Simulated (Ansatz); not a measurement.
**Two inputs for Ti3Al2NiO**

Cell: an entry of the Crystallography Open Database (COD).

Space group Fd-3m:1 (No. 227); a = 11.3797 Å.

| site | Wyckoff | site symmetry | x | y | z |
| --- | --- | --- | --- | --- | --- |
| Ti | 48f | 2.mm | 0.0619 | 0.2500 | 0.7500 |
| Al | 32e | .3m | 0.8337 | 0.8337 | 0.3337 |
| Ni | 16c | .-3m | 0.6250 | 0.6250 | 0.1250 |
| O | 16d | .-3m | 0.1250 | 0.1250 | 0.6250 |

One atom of each set is listed; the run and its k-mesh use a cell of 28 atoms with edges of 8.05, 8.05, 8.05 Å.

Reference run. Level of theory: DFT, PBE, plane waves and PAW, scalar-relativistic, collinear spin, 420 eV cutoff, Γ-centred 5×5×5 k-points, Fermi–Dirac smearing 0.05 eV (Ansatz 0.2.0). Start moments as typed (μB): 1.5 on each Ni, none on the rest.

(1) The input is changed as follows: `basis.ecutwfc`: not typed → 120 eV; `scf.max_iter`: not typed → 50. What happens to V_zz (10²¹ V/m²) and η?

Answers

(1) 

| site | V_zz reference | η reference | V_zz changed | η changed |
| --- | --- | --- | --- | --- |
| Ti | -2.07 | 0.62 | 0.086 | 0.05 |
| Al | 0.014 | 0.00 | -0.54 | 0.00 |
| Ni | -2.10 | 0.00 | -1.79 | 0.00 |
| O | -0.93 | 0.00 | -0.43 | 0.00 |

The largest change of V_zz is on Ti, from -2.07 to 0.086. In per cent, |V_zz| changes by -15 on Ni (all sites that start above 2, bar those whose gradient vanishes or changes sign or whose main axis turns by over 40°). V_zz changes sign on Ti (same axis). At these positions the changed run has forces up to 3.4 eV/Å, so its atoms aren't at their own equilibrium. Its pressure is -54 GPa, against 0 GPa in the reference run. SCF iterations: 15 and 16. New warnings: cutoff below recommended. The changed input holds a cutoff far too low, so its numbers aren't properties of the crystal.

On the reference run: The largest force is 0.3 eV/Å, so the atoms aren't at the calculated equilibrium and relaxing them would move these values. With no gap above 0.1 eV, as in a metal, the gradients converge slowly in k; expect changes of a tenth or more on a denser mesh. Semilocal functionals can leave a metal where correlation in the d or f shell opens a gap in the real compound, and that would change the values at and beside Ni and Ti. With these PAW files V_zz is typically within 2 to 3 % of all-electron values, but misses above 10 % occur on Ni. The start moments die out, and the run ends without spin.
